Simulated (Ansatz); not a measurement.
The relaxed structure here is a generated cell of VBiO4: the first start was made by placing the elements on the sites of a structure type, and the end was not matched to a known phase here, so it may be hypothetical. Known forms of VBiO4 include space group No. 88.

One stationary structure of VBiO4. Space group P2/c (No. 13). The numbers are results of r2SCAN (plane waves to 500 eV, PAW, scalar-relativistic; Ansatz, a first-principles code), not measurements.

```xyz
12
Lattice="4.7623 0.0000 0.0000 0.0000 3.8067 0.0000 -1.6075 0.0000 9.3677" Properties=species:S:1:pos:R:3 pbc="T T T"
V      1.1755     2.5865     7.0258
V      1.9793     1.2201     2.3419
O      2.9949     0.1764     1.4955
O      0.9637     0.1764     3.1884
O      0.1599     3.6303     7.8722
O      2.1912     3.6303     6.1793
O      0.1420     1.8833     5.7855
O      2.2091     1.8833     8.2660
O      3.0128     1.9234     3.5822
O      0.9457     1.9234     1.1017
Bi    -0.8037     0.0000     4.6838
Bi     0.0000     0.0000     0.0000
```

```json
{
 "volume_per_atom": "14.15 Å³",
 "band_gap": "2.08 eV, indirect (valence top at C2, conduction bottom at Z) (no spin-orbit coupling)",
 "smallest_direct_gap": "2.16 eV at Z",
 "magnetic_moment": "zero (the starting moments vanished)",
 "shortest_distances": "O–V 1.68 Å; Bi–O 2.32 Å; O–O 2.64 Å; Bi–V 3.30 Å",
 "k-mesh": "6×7×3"
}
```

Band energies at high-symmetry points (eV from the VBM; labels of this space group; no spin-orbit coupling), from −5 eV up to 4.3 eV:

```
point                                                                                                                                                                               energies
-----  -------------------------------------------------------------------------------------------------------------------------------------------------------------------------------------
Γ          -4.97 -4.67 -4.54 -4.34 -4.11 -4.02 -4.00 -3.94 -3.73 -3.60 -3.02 -2.54 -2.36 -2.34 -2.28 -2.23 -2.12 -1.80 -1.57 -1.50 -1.25 -1.17 -1.07 2.24 2.38 2.91 3.05 3.18 3.45 3.66 4.20
Z                -4.84 -4.57 -4.41 -4.30 -4.19 -3.95 -3.85 -3.70 -3.62 -3.45 -3.44 -3.04 -2.79 -2.18 -2.07 -1.99 -1.80 -1.74 -1.58 -1.35 -1.29 -0.08 2.08 3.03 3.06 3.22 3.26 3.55 3.79 4.04
D                -4.92 -4.92 -4.70 -4.70 -4.01 -4.01 -3.70 -3.70 -3.41 -3.41 -3.01 -3.01 -2.47 -2.47 -2.22 -2.22 -1.85 -1.85 -1.36 -1.36 -0.72 -0.72 2.54 2.54 3.20 3.20 3.29 3.29 4.01 4.01
B                -4.69 -4.69 -4.22 -4.22 -4.11 -4.11 -3.63 -3.63 -3.18 -3.18 -2.66 -2.66 -2.32 -2.32 -1.98 -1.98 -1.79 -1.79 -1.42 -1.42 -1.11 -1.11 2.59 2.59 2.79 2.79 3.20 3.20 4.07 4.07
A      -4.44 -4.44 -4.18 -4.18 -4.04 -4.04 -3.68 -3.68 -3.29 -3.29 -2.77 -2.77 -2.47 -2.47 -2.14 -2.14 -1.94 -1.94 -1.18 -1.18 -1.11 -1.11 2.74 2.74 3.01 3.01 3.53 3.53 3.74 3.74 4.08 4.08
E                            -4.72 -4.72 -4.07 -4.07 -3.59 -3.59 -3.33 -3.33 -3.01 -3.01 -2.83 -2.83 -2.12 -2.12 -1.48 -1.48 -1.13 -1.13 -0.27 -0.27 2.51 2.51 3.28 3.28 3.44 3.44 4.10 4.10
C2                     -4.92 -4.86 -4.75 -4.53 -4.30 -3.99 -3.75 -3.58 -3.48 -3.41 -3.32 -3.16 -2.78 -2.56 -2.04 -1.75 -1.60 -1.42 -1.27 -0.96 -0.61 0.00 2.18 2.81 2.92 3.27 3.30 3.49 4.03
Y2          -4.62 -4.49 -4.25 -4.01 -3.98 -3.81 -3.67 -3.65 -3.46 -3.08 -2.94 -2.68 -2.66 -2.42 -2.36 -2.27 -1.83 -1.65 -1.28 -1.26 -1.02 -1.01 2.28 2.66 3.18 3.32 3.38 3.39 3.65 3.74 4.16
```

No spin polarisation in the result: the starting moments vanished. No Hubbard U is applied. Without spin-orbit coupling the bands of the heavy element are not split, so the gap can be far off.

The run could not lose the symmetry of its start: the end is stationary, and may be a saddle point rather than a minimum.
